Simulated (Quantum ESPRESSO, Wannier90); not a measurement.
Tight-binding from DFT: K₂S (anti-fluorite)

Cell from Materials Project (mp-1022), symmetrised, no further relaxation. COD (Crystallography Open Database) has the formula in 2 space groups, this one among them (matched by group alone). Computed values, not measurements, from LDA: Quantum ESPRESSO (norm-conserving PseudoDojo potentials, cutoff 58 Ry, no spin polarisation, no spin-orbit coupling) on a Γ-centred 8×8×8 mesh, then Wannier90. Density: 8×8×8 mesh, cold smearing 0.01 Ry.

```
begin unit_cell_cart
ang
    0.0000000000    3.7069400000    3.7069400000
    3.7069400000    0.0000000000    3.7069400000
    3.7069400000    3.7069400000    0.0000000000
end unit_cell_cart
mp_grid = 8 8 8
```

Problem. Which shells of neighbouring k-points and which b-vectors and weights does Wannier90 pick for this cell and mesh?

Solution. 
```
 *---------------------------------- K-MESH ----------------------------------*
 +----------------------------------------------------------------------------+
 |                    Distance to Nearest-Neighbour Shells                    |
 |                    ------------------------------------                    |
 |          Shell             Distance (Ang^-1)          Multiplicity         |
 |          -----             -----------------          ------------         |
 |             1                   0.183487                      8            |
 |             2                   0.211872                      6            |
 |             3                   0.299633                     12            |
 |             4                   0.351351                     24            |
 |             5                   0.366974                      8            |
 |             6                   0.423745                      6            |
 |             7                   0.461765                     24            |
 |             8                   0.473761                     24            |
       ... (lines left out)
 +----------------------------------------------------------------------------+
 | The b-vectors are chosen automatically                                     |
 | The following shells are used:                       1                     |
 +----------------------------------------------------------------------------+
 |                        Shell   # Nearest-Neighbours                        |
 |                        -----   --------------------                        |
 |                          1               8                                 |
 +----------------------------------------------------------------------------+
 | Completeness relation is fully satisfied [Eq. (B1), PRB 56, 12847 (1997)]  |
 +----------------------------------------------------------------------------+
 |                  b_k Vectors (Ang^-1) and Weights (Ang^2)                  |
 |                  ----------------------------------------                  |
 |            No.         b_k(x)      b_k(y)      b_k(z)        w_b           |
 |            ---        --------------------------------     --------        |
 |             1         0.105936    0.105936   -0.105936    11.138363        |
 |             2         0.105936   -0.105936    0.105936    11.138363        |
 |             3        -0.105936    0.105936    0.105936    11.138363        |
 |             4         0.105936    0.105936    0.105936    11.138363        |
 |             5        -0.105936   -0.105936    0.105936    11.138363        |
 |             6        -0.105936    0.105936   -0.105936    11.138363        |
 |             7         0.105936   -0.105936   -0.105936    11.138363        |
 |             8        -0.105936   -0.105936   -0.105936    11.138363        |
```
